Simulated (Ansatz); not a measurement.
Cu$_{3}$Ge:
```
CELL_PARAMETERS angstrom
      2.69955     0.00000     0.00000
     -1.34977     2.33788     0.00000
      0.00000     0.00000     8.17666
ATOMIC_POSITIONS crystal
  Cu 0.00000 0.00000 0.50000
  Cu 0.66667 0.33333 0.74246
  Cu 0.66667 0.33333 0.25754
  Ge 0.00000 0.00000 0.00000
```

Relaxed with r²SCAN. Special points in fractions of this cell's reciprocal vectors: Γ (0.000, 0.000, 0.000); M (0.500, 0.000, 0.000); K (0.333, 0.333, 0.000); A (0.000, 0.000, 0.500); L (0.500, 0.000, 0.500); H (0.333, 0.333, 0.500).

Q: List the band energies nearest the Fermi level at these points for plane-wave PAW r²SCAN (Ansatz code).

A: In eV from the Fermi level; about four levels below and three above (degenerate sets whole), none deeper than 8.9 eV; points with the same levels are listed once.

```tsv
k	below	above
Γ	-2.34 -2.34 -2.01 -1.93 -1.93	1.66 11.32 11.75 11.75
M	-1.93 -1.77 -1.73 -1.01	0.11 1.56 2.03
K	-2.13 -1.78 -1.76 -1.64	1.40 2.87 3.40
A	-2.33 -2.33 -1.94 -1.94	4.39 6.42 11.75 11.75
L	-1.96 -1.83 -1.73 -1.12	0.54 1.86 2.35
H	-2.03 -1.88 -1.68 -1.39	1.30 2.47 2.65
```

Space group P-6m2. The first step of the workflow began from a Materials Project structure, measured or hypothetical; the Crystallography Open Database copy checked does not list it. Its standing as an ambient phase is unchecked. Symmetry was held in the r²SCAN relaxation; its stability against distortions is not shown here. The run is not spin-polarised. Its formation energy is positive at this level, so the cell may be metastable or incomplete. Spin–orbit coupling is left out wherever it is not named.

Potentials: the later of the program's two PAW sets.
